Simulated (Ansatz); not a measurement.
Zone-centre phonons of TiAl: input and output

Method: Ansatz, DFT LDA, scalar-relativistic, plane waves, PAW.

Launched with:
```bash
ansatz run input.yaml --threads 1 --pin off --max-ram 3072MiB --backend cpu --events-out ev --progress --plain --runs-dir out
```

Input (bare energies are in eV):
```yaml
crystal:
  lattice:
    - [2.7665556229, 0.0, 0.0]
    - [0.0, 2.7665556229, 0.0]
    - [0.0, 0.0, 4.0061578487]
  atoms:
    - { symbol: Ti, position: [0.0, 0.0, 0.0] }
    - { symbol: Al, position: [0.5, 0.5, 0.5] }
basis:
  ecutwfc: 420
kpoints:
  mp_grid: { grid: [14, 14, 10] }
hamiltonian:
  xc: lda
scf:
  occupations: { method: fermi_dirac, width: 0.15 }
output:
  eigenvalues: true
phonons:
  method: dfpt
  eigenvectors: true
```

The end of the output:
```
--- Phonons (Γ-DFPT): 4 representative perturbations + reference, on 384 of 1960 k-points (Σ response iterations 12) ---
  k mesh reduced under 8 symmetry operations, with k and −k counted as one. Each operation leaves every solved displacement unchanged or reverses it
  ASR residual: 2.701e-3 → 0.000e0 eV/Å²; symmetrization residual: 8.805e-6 eV/Å²
  ASR residual per site (eV/Å²): 2.70e-3 4.84e-5
  Γ frequencies (cm⁻¹): 0.00 0.00 0.00 271.87 271.87 318.25
  non-analytic LO–TO correction: not included (Born effective charges unavailable; polar crystals: no LO–TO splitting at Γ)
```

The run took 52 s on 1 thread of Intel(R) Xeon(R) Platinum 8259CL CPU @ 2.50GHz (Skylake/Cascade Lake), with other jobs on the host, peak memory 0.77 GiB.

In a metal, frequencies and elastic constants depend on the k mesh and the smearing, soft modes and shear constants most.